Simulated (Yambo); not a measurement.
SrO2 (space group Pnma, No. 62); a = 8.5112 Å, b = 4.9470 Å, c = 4.7242 Å, α = 90.00°, β = 90.00°, γ = 90.00°. With the G0W0 scissor the direct gap on the mesh is 5.46 eV. Axes are Cartesian, with cell vectors (Å) (8.51, 0.00, 0.00), (0.00, 4.95, 0.00), (0.00, 0.00, 4.72).

Q: Can the lowest exciton of this BSE run be trusted, and with what binding energy? (Yambo, PBEsol bands; 2×4×4 mesh, 16 valence and 16 conduction bands, static screening with 117 bands and a 3 Ry block, scissor 2.69 eV, Tamm-Dancoff.)

A: The two meshes tried agree. These are vertical excitations (zero momentum). The lowest state lies at 3.28 eV (dark for light along x), the direct quasiparticle gap on this mesh at 5.46 eV. Its binding energy, counted from that gap, is 2.17 eV; it spreads over about 28 k points of the mesh. On a 1×2×2 mesh the same difference is 2.28 eV. The first optically allowed state is at 3.30 eV. The scissor comes from a G0W0 run whose convergence isn't established. 

Geometry of the Materials Project entry, not relaxed at this level.

The structure is a Materials Project entry; no match was found in the copy of COD used, and its stability was not checked.
